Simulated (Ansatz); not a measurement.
KBr:
```xyz
2
Lattice="0.0000 3.1858 3.1858 3.1858 0.0000 3.1858 3.1858 3.1858 0.0000" Properties=species:S:1:pos:R:3 pbc="T T T"
K      0.0000     0.0000     0.0000
Br     3.1858     3.1858     3.1858
```

Relaxed with LDA. Special points in fractions of this cell's reciprocal vectors: Γ (0.000, 0.000, 0.000); X (0.500, 0.000, 0.500); U (0.625, 0.250, 0.625); K (0.375, 0.375, 0.750); L (0.500, 0.500, 0.500); W (0.500, 0.250, 0.750).

Problem. List the band energies nearest the valence-band maximum at these points for LDA (plane waves, PAW; program Ansatz).

Solution. In eV from the valence-band maximum; about four levels below and three above (degenerate sets whole), none deeper than 8.9 eV; points with the same levels are listed once.

| k | below | above |
|---|---|---|
| Γ | 0.00 0.00 0.00 | 4.32 7.35 7.35 7.35 |
| X | -0.96 -0.33 -0.33 | 5.42 7.26 9.36 |
| U | -0.83 -0.80 -0.42 | 6.28 8.33 8.47 |
| L | -1.48 -0.45 -0.45 | 6.47 8.31 9.78 9.78 |
| W | -0.71 -0.71 -0.69 | 7.20 7.20 8.37 |

Space group Fm-3m (rock salt). The cell was relaxed with LDA under the symmetry of its start; phonons on a q-mesh show no instability. Spin–orbit coupling is left out wherever it is not named.

Potentials: the later of the program's two PAW sets.
